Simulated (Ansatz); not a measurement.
A geometry of HfO₂ away from equilibrium: step 14 of the relaxation of a relaxed HfO2 cell with one O and one Hf atom exchanged in a cell of 6 atoms. All values below come from r2SCAN (plane waves to 500 eV, PAW, scalar-relativistic; Ansatz, an electronic-structure program). Γ-centred k-mesh 7×7×5 on the run's cell (coarser than for final values), Fermi–Dirac smearing 0.05 eV.

```xyz
6
Lattice="3.1072 0.0000 0.0000 0.0000 3.8737 0.0000 0.0000 0.0000 6.8173" Properties=species:S:1:pos:R:3 pbc="T T T"
Hf     0.0000     0.0000     0.7231
O      1.5536     1.9368     3.7702
O      0.0000     1.9368     0.1119
Hf     0.0000     1.9368     4.9046
O      1.5536     0.0000     1.8505
O      1.5536     0.0000     5.6829
```

Task: What forces act on the atoms (eV/Å)?

Result: 
```json
[
 {"atom": "Hf1", "Fx": "0.00", "Fy": "0.00", "Fz": "0.02"},
 {"atom": "O2", "Fx": "0.00", "Fy": "0.00", "Fz": "0.03"},
 {"atom": "O3", "Fx": "0.00", "Fy": "0.00", "Fz": "-0.01"},
 {"atom": "Hf4", "Fx": "0.00", "Fy": "0.00", "Fz": "-0.01"},
 {"atom": "O5", "Fx": "0.00", "Fy": "0.00", "Fz": "-0.05"},
 {"atom": "O6", "Fx": "0.00", "Fy": "0.00", "Fz": "0.02"}
]
```

Task: What is the pressure?

Result: +2.4 GPa, compression positive.

Task: How far above the relaxed end point is this geometry?

Result: 0.03 eV/atom; the path ends in Pmm2 (No. 25).

No spin polarisation in the result. No dispersion correction is included, so spacings between layers, chains or molecules are soft and tend to come out too large.

The run could not lose the symmetry of its start, so the end can be a saddle point.

The end of the path is a generated cell of HfO2: the first start was made by placing the elements on the sites of a structure type, and the end was not matched to a known phase here, so it may be hypothetical. Known forms of HfO2 include space group No. 14, 29, 137, 225.
